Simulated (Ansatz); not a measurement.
TiSiO:
Space group P4/nmm, origin choice 1 (No. 129); a = 3.222 Å, b = 3.222 Å, c = 6.853 Å, α = 90.00°, β = 90.00°, γ = 90.00°

```csv
atom,site,symmetry,x,y,z
Ti,2c,4mm,0.5000,0.0000,0.3153
Si,2a,-4m2,0.0000,0.0000,0.0000
O,2c,4mm,0.0000,0.5000,0.3908
```

Relaxed at zero pressure with plane-wave PAW PBE (Ansatz code).

The volume is raised by 9 % and shape and atoms relax at that volume. What pressure results, and how do the axes share the change?

-11.3 GPa; a 3.2 %, b 3.2 %, c 2.3 %; the energy rises by 41 meV/atom.

Give the new structure.


Space group P4/nmm, origin choice 1 (No. 129); a = 3.325 Å, b = 3.325 Å, c = 7.011 Å, α = 90.00°, β = 90.00°, γ = 90.00°

| atom | site | symmetry | x | y | z |
|---|---|---|---|---|---|
| Ti | 2c | 4mm | 0.5000 | 0.0000 | 0.3186 |
| Si | 2a | -4m2 | 0.0000 | 0.0000 | 0.0000 |
| O | 2c | 4mm | 0.0000 | 0.5000 | 0.3958 |

The phase is kept; no other phase was compared at this pressure.

The start of the workflow was typed in or built on a structure type; neither database checked (COD, Materials Project) lists it. Its standing as an ambient phase is unchecked. Symmetry was held in the PBE relaxation; whether a distortion lowers the energy is not shown. The workflow began spin-polarised and lost its moments.

Potentials: the earlier of the program's two PAW sets.
